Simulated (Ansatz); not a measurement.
MoPd:
```cif
data_Mo4Pd4
_chemical_formula_sum 'Pd4 Mo4'
_space_group_name_H-M_alt 'Fm-3m'
_space_group_IT_number 225
_space_group_name_Hall '-F 4 2 3'
_cell_length_a 5.21361
_cell_length_b 5.21361
_cell_length_c 5.21361
_cell_angle_alpha 90.000
_cell_angle_beta 90.000
_cell_angle_gamma 90.000
loop_
_atom_site_label
_atom_site_type_symbol
_atom_site_symmetry_multiplicity
_atom_site_Wyckoff_symbol
_atom_site_fract_x
_atom_site_fract_y
_atom_site_fract_z
_atom_site_occupancy
Pd1 Pd 4 a 0.00000 0.00000 0.00000 1
Mo1 Mo 4 b 0.50000 0.50000 0.50000 1
```
(The calculation used a cell of 2 atoms; values per cell refer to that cell.)

Relaxed with the program Ansatz at the PBE level (PAW). Indices refer to the conventional cell of Fm-3m, a = 5.214 Å, b = 5.214 Å, c = 5.214 Å, α = 90.00°, β = 90.00°, γ = 90.00°.

Task: Simulate the powder diffraction pattern (neutron, λ = 1.5401 Å; lines above 1 %) up to 2θ = 90°.

Result: Simulated powder pattern, neutron, λ = 1.5401 Å (kinematic, ideal powder, no thermal factors, coherent scattering alone; the 30 strongest lines at most, above 1 %, up to 2θ = 90°):

| 2θ (°) | d (Å) | I/Imax (%) | hkl |
|---|---|---|---|
| 34.36 | 2.607 | 95 | (200) |
| 49.39 | 1.843 | 100 | (220) |
| 61.55 | 1.505 | 47 | (222) |
| 72.43 | 1.303 | 28 | (400) |
| 82.68 | 1.166 | 97 | (420) |

The start of the workflow was typed in or built on a structure type; neither database checked (COD, Materials Project) lists it. Whether it is the stable phase at ambient conditions was not checked. The cell was relaxed with PBE under the symmetry of its start; its stability against distortions is not shown here. No spin polarisation was allowed. The volume moved by 17 % from the start of the relaxation. Its formation energy is positive at this level, so the cell may be metastable or incomplete.

Potentials: the later of the program's two PAW sets.
